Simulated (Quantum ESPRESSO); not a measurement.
# One change at a time to AlHfIr3Re2W

All numbers below are calculated, not measured. They come from Quantum ESPRESSO 7.5, a public plane-wave density functional program. Each row is one single-point run on a made-up periodic cell of eight metal atoms, with elements, volume, strain and displacements drawn at random and not relaxed, so a cell may be unstable or far from any real phase. There is no spin polarisation or spin-orbit coupling.

Settings: PBE unless stated; PseudoDojo standard norm-conserving files; Fermi-Dirac width 0.25 eV, which means electrons at about 2900 K; cutoff 1034 eV; 8 x 5 x 3 k mesh shifted half a step off Gamma. E is the free energy of the whole cell (internal energy minus TS), so a -TS column is already part of it. Stress is positive in tension, and the pressure P is minus a third of its trace.

Checks: one run of this series was repeated at a higher cutoff and on a denser mesh, which moved values by no more than 0.004 eV, 0.07 GPa and 0.016 eV/Å, and a second program with other atomic files agreed on it to 2 % rms in force and 0.5 GPa in pressure. Known limits: heavy elements are run without spin-orbit coupling, which real alloys of them have; a spin test at this wide smearing found no moment, but such smearing suppresses magnetism that the real alloy may have.

The lattice is face-centred cubic, and the cell vectors in Å are (-0.037, 1.942, 1.990); (-3.918, 1.978, -1.952); (-4.003, -5.871, 6.088), a volume of 123.00 Å³ in run 1. The elements on sites 1 to 8 are Ir Hf Al W Re Re Ir Ir. Each later run makes one change to run 1 and keeps the rest. E is counted from run 1, and is n/a where other atomic files have another zero of energy.

| run | change | V (Å³) | P (GPa) | -TS (eV) | rms force (eV/Å) | largest change of a force component (eV/Å) | E (eV) |
|---|---|---|---|---|---|---|---|
| 1 | none | 123.00 | 7.56 | -1.359 | 1.337 | 0.000 | 0.000 |
| 2 | sites 2 and 6 exchanged | 123.00 | 7.65 | -1.375 | 1.102 | 1.756 | 0.592 |
| 3 | all lengths scaled by +1.81 % | 129.80 | -6.20 | -1.454 | 1.117 | 0.487 | ? |
| 4 | Au on site 1 | 123.00 | 14.37 | -1.341 | 1.389 | 0.869 | n/a |
| 5 | site 5 moved by -0.10 Å along x | 123.00 | 8.91 | -1.358 | 1.630 | 1.382 | 0.361 |

## Worked estimate

Along a uniform scaling dE = -P dV. The mean of the two pressures is 0.680 GPa and the volume changes by 6.80 Å³, with 160.2 GPa to one eV/Å³. The same two rows give -V dP/dV = 256 GPa for this cell with clamped atoms, which is not the bulk modulus of a real alloy.

## Withheld value

Question: what E should run 3 give?

The estimate is -0.029 eV. The calculation gave -0.016 eV. The mean of two end points misses the curvature of P, and the finite cutoff adds a little.
